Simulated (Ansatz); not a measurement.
Cell and atoms are relaxed with the symmetry kept. Start:

```
Mg Cu Sn
1.0
     0.00000    3.52100    3.52100
     3.52100    0.00000    3.52100
     3.52100    3.52100    0.00000
Mg Cu Sn
1 4 1
Cartesian
  5.2815 5.2815 5.2815
  4.4013 2.6407 4.4013
  4.4013 4.4013 2.6407
  2.6407 2.6407 2.6407
  2.6407 4.4013 4.4013
  0.0000 0.0000 0.0000
```

The calculation used Ansatz 0.2.0, DFT r2SCAN, scalar-relativistic, plane waves, PAW.

Plane waves to 500 eV, a k mesh through Γ of 10×10×10 on the computed 6-atom cell and Gaussian smearing (0.10 eV); no spin polarisation.

Question: What does it relax to?

Answer: The volume falls by 0.32 Å³/atom to 14.23 Å³/atom, and the energy falls by 2.8 meV/atom. Final structure:
```
CELL_PARAMETERS angstrom
0.00000 3.49471 3.49471
3.49471 0.00000 3.49471
3.49471 3.49471 0.00000
ATOMIC_POSITIONS crystal
Mg 0.75000 0.75000 0.75000
Cu 0.37547 0.87358 0.37547
Cu 0.37547 0.37547 0.87358
Cu 0.37547 0.37547 0.37547
Cu 0.87358 0.37547 0.37547
Sn 0.00000 0.00000 0.00000
```

Cost: 1 run of about 3.4 core-minutes, on Oxide Virtual Turin-like Processor (Zen 5) (shared hosts).